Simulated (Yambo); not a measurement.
BaTiO3 (space group P4mm, No. 99), G0W0@LDA in Yambo; all else as in the reference (4×4×4 Γ-centred k mesh, bands 2 to 127 and a 8 Ry block in the screening, 127 bands in G with the Bruneval-Gonze terminator, plasmon pole fitted at 27.2 eV). One parameter is varied: the cutoff of the exchange sum, over 5, 10, 20, 40, 84 Ry.

**Question.** From which value on does the gap A → Γ stay within 0.05 eV of the largest setting?

**Answer.** From 40 Ry on.
```
cutoff of the exchange sum (Ry)  G0W0 gap (eV)  valence shift (eV)
-------------------------------  -------------  ------------------
5                                         3.95                2.57
10                                        3.96                0.85
20                                        3.62                0.01
40                                        3.42               -0.27
84                                        3.39               -0.32
```
The last step of the sweep still moves the gap by 33 meV; the other settings are held fixed.

Geometry of the Materials Project entry, not relaxed at this level; primitive cell a = b = 3.9904 Å, c = 4.1027 Å, α = β = γ = 90.00°.

A shift is the quasiparticle energy of the state minus its LDA energy.
